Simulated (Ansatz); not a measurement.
Input:

Lu (hcp, Mg type)

```
Lu
1.0
    3.50442     0.00000     0.00000
   -1.75221     3.03492     0.00000
    0.00000     0.00000     5.45153
Lu
2
Direct
  0.33333   0.66667   0.75000
  0.66667   0.33333   0.25000
```

Equation-of-state scan: isotropic scaling of the cell above, V₀ being its volume. Symmetry pins the atoms to their sites.

The numbers are results of r2SCAN (plane waves to 500 eV, PAW, scalar-relativistic; Ansatz, a first-principles code), not measurements. k mesh 15×15×9 (Γ-centred), Fermi-Dirac smearing 0.05 eV. E stands for the smeared free energy. Compression counts positive. With the shape held, the modulus is that of even scaling; a crystal free to change shape is softer. Lu is run without spin polarisation. Lu was relaxed with its symmetry unable to fall. The PAW data are Ansatz's earlier set. ΔE is measured from the relaxed starting cell.

The scan covers V/V₀ from 0.900 to 1.100 in 9 points.

Problem. What pressure does the cell carry at V/V₀ = 0.900?

Solution. 5.9 GPa.

Problem. What is ΔE at V/V₀ = 0.900?

Solution. 50 meV/atom.

Problem. What is ΔE at V/V₀ = 1.100?

Solution. 37 meV/atom.

(Under strain, the slope of the energy per volume gives the stress and its curvature an elastic modulus.)
